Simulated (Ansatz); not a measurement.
The start is a generated cell, PtSe2 placed in the AFLOW prototype AB2_hP9_180_d_j (C40, as in CrSi2). The cell and all atomic positions are relaxed at zero pressure with r2SCAN (plane waves to 500 eV, PAW, scalar-relativistic; Ansatz, a program for electronic structure). The first steps use a coarse 5×5×3 k-mesh.

The start:
```yaml
crystal:
  lattice:
    - [5.37535, 0.00000, 0.00000]
    - [-2.68768, 4.65519, 0.00000]
    - [0.00000, 0.00000, 7.73120]
  atoms:
    - { symbol: Pt, position: [0.50000, 0.00000, 0.00000] }
    - { symbol: Pt, position: [0.50000, 0.50000, 0.33333] }
    - { symbol: Pt, position: [0.00000, 0.50000, 0.66667] }
    - { symbol: Se, position: [0.16559, 0.33118, 0.00000] }
    - { symbol: Se, position: [0.83441, 0.16559, 0.33333] }
    - { symbol: Se, position: [0.66882, 0.83441, 0.66667] }
    - { symbol: Se, position: [0.83441, 0.66882, 0.00000] }
    - { symbol: Se, position: [0.16559, 0.83441, 0.33333] }
    - { symbol: Se, position: [0.33118, 0.16559, 0.66667] }
```

Task: How large is the pressure on the unrelaxed cell, and of which sign?

Result: -11 GPa (negative: the cell is under tension).

Task: How does the volume per atom move from start to end?

Result: +21.2 %, from 21.50 to 26.04 Å³/atom.

Task: Is the relaxed structure metallic? Give its gap.

Result: No gap (metallic).

Task: Give the final cell and atomic positions.

Result: 
```cif
data_Pt3Se6
_chemical_formula_sum 'Pt3 Se6'
_space_group_name_H-M_alt 'P6222'
_space_group_IT_number 180
_space_group_name_Hall 'P 62 2 (0 0 4)'
_cell_length_a 6.06536
_cell_length_b 6.06536
_cell_length_c 7.35727
_cell_angle_alpha 90.000
_cell_angle_beta 90.000
_cell_angle_gamma 120.000
loop_
_atom_site_label
_atom_site_type_symbol
_atom_site_symmetry_multiplicity
_atom_site_Wyckoff_symbol
_atom_site_fract_x
_atom_site_fract_y
_atom_site_fract_z
_atom_site_occupancy
Pt1 Pt 3 c 0.50000 0.00000 0.00000 1
Se1 Se 6 i 0.27216 0.54433 0.00000 1
```

The space group stays P6₂22 (No. 180) (the run could not lower it), with 9 atoms in the primitive cell. Final values are on a 9×9×7 k-mesh of the relaxed cell. No spin polarisation in the result.

The run could not lose the symmetry of its start, so the end can be a saddle point.

The relaxed structure here is a generated cell of PtSe2: the first start was made by placing the elements on the sites of a structure type, and the end was not matched to a known phase here, so it may be hypothetical. Known forms of PtSe2 include space group No. 164.
